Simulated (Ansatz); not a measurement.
Li2HfN2:
```cif
data_HfLi2N2
_chemical_formula_sum 'Li2 Hf1 N2'
_space_group_name_H-M_alt 'P-3m1'
_space_group_IT_number 164
_space_group_name_Hall '-P 3 2"'
_cell_length_a 3.24405
_cell_length_b 3.24405
_cell_length_c 5.42318
_cell_angle_alpha 90.000
_cell_angle_beta 90.000
_cell_angle_gamma 120.000
loop_
_atom_site_label
_atom_site_type_symbol
_atom_site_symmetry_multiplicity
_atom_site_Wyckoff_symbol
_atom_site_fract_x
_atom_site_fract_y
_atom_site_fract_z
_atom_site_occupancy
Li1 Li 2 d 0.66667 0.33333 0.38340 1
Hf1 Hf 1 a 0.00000 0.00000 0.00000 1
N1 N 2 d 0.33333 0.66667 0.22157 1
```

Relaxed with r²SCAN.

Tabulate the valence density and the electron localisation function along the shortest Li–N contact (2.07 Å), the program Ansatz at the r²SCAN level (PAW).



```tsv
distance from Li (Å)	density (e/Å³)	ELF
0.21	6.78	0.98
0.31	4.35	0.94
0.41	2.23	0.66
0.52	0.89	0.21
0.62	0.31	0.05
0.72	0.19	0.04
0.83	0.21	0.14
0.93	0.26	0.41
1.03	0.36	0.67
1.14	0.50	0.77
1.24	0.71	0.81
1.34	1.03	0.83
1.45	1.49	0.82
1.55	2.12	0.77
1.65	2.81	0.66
1.76	3.31	0.44
1.86	3.51	0.20
```

The density is the valence pseudo-density with augmentation charge, so density and ELF within about 1 Å of a nucleus are not all-electron values.

The workflow started from a Materials Project entry (that database holds measured and hypothetical structures alike); the Crystallography Open Database copy checked does not list it. Whether it is the stable phase at ambient conditions was not checked. The cell was relaxed with r²SCAN under the symmetry of its start; whether a distortion lowers the energy is not shown. The run is not spin-polarised. Spin–orbit coupling is left out wherever it is not named.

Potentials: the later of the program's two PAW sets.
